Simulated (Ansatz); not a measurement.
# Sc5Al: relaxed-ion elastic tensor

Level of theory: DFT PBE, scalar-relativistic, plane waves, PAW (Ansatz). Settings: 420 eV plane-wave cutoff, Γ-centred 12×12×4 mesh, Fermi-Dirac smearing of 0.15 eV. No spin polarisation.

The cell, relaxed at this level:
```
Sc Al
1.0
     3.25467    0.00000    0.00000
     0.00000    3.25467    0.00000
     0.00000    0.00000   13.11469
Sc Al
5 1
Direct
  0.00000 0.00000 0.64304
  0.50000 0.50000 0.82147
  0.00000 0.00000 0.00000
  0.50000 0.50000 0.17853
  0.00000 0.00000 0.35696
  0.50000 0.50000 0.50000
```

It was reached by relaxing an invented guess, and it needn't be the stable form of this composition. In a metal, frequencies and elastic constants depend on the k mesh and the smearing, soft modes and shear constants most.

Task: Give the relaxed-ion elastic constants (GPa, Voigt order xx yy zz yz xz xy, on the Cartesian axes of the cell above).

Result:
```
99.2 20.3 52.0  0.0  0.0  0.0
20.3 99.2 52.0  0.0  0.0  0.0
52.0 52.0 69.1  0.0  0.0  0.0
 0.0  0.0  0.0 50.6  0.0  0.0
 0.0  0.0  0.0  0.0 50.6  0.0
 0.0  0.0  0.0  0.0  0.0 27.8
```

Task: Is the crystal stable against homogeneous strain?

Result: Too close to call: the least eigenvalue is 16.6 GPa, within what the k mesh leaves open in a metal.
